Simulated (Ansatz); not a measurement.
**LiW$_{3}$N$_{3}$: relaxed-ion elastic tensor**

All numbers below come from Ansatz 0.2.0, DFT PBE, scalar-relativistic, plane waves, PAW. Settings: 420 eV plane-wave cutoff, Γ-centred 10×10×10 mesh, Fermi-Dirac smearing of 0.15 eV. No spin polarisation.

Relaxed structure:
```yaml
crystal:
  lattice:
    - [4.17388, 0.00000, 0.00000]
    - [0.00000, 4.17388, 0.00000]
    - [0.00000, 0.00000, 4.17388]
  atoms:
    - { symbol: Li, position: [0.00000, 0.00000, 0.00000] }
    - { symbol: W, position: [0.00000, 0.50000, 0.50000] }
    - { symbol: W, position: [0.50000, 0.00000, 0.50000] }
    - { symbol: W, position: [0.50000, 0.50000, 0.00000] }
    - { symbol: N, position: [0.50000, 0.00000, 0.00000] }
    - { symbol: N, position: [0.00000, 0.50000, 0.00000] }
    - { symbol: N, position: [0.00000, 0.00000, 0.50000] }
```

It was reached by relaxing an invented guess, and it needn't be the stable form of this composition. In a metal, frequencies and elastic constants depend on the k mesh and the smearing, soft modes and shear constants most. Spin–orbit coupling is left out, which matters for heavy elements.

Task: Give the relaxed-ion elastic constants (GPa, Voigt order xx yy zz yz xz xy, on the Cartesian axes of the cell above).

Result:
C11 = 718.3, C12 = 129.8, C13 = 129.8, C22 = 718.3, C23 = 129.8, C33 = 718.3, C44 = 163.2, C55 = 163.2, C66 = 163.2 GPa; the others vanish.

Task: Is the crystal stable against homogeneous strain?

Result: Yes: the least eigenvalue of the tensor is 163.2 GPa.

Task: And the moduli of a polycrystal (Hill averages)?

Result: B = 326 GPa, G = 207 GPa, E = 513 GPa, ν = 0.24.
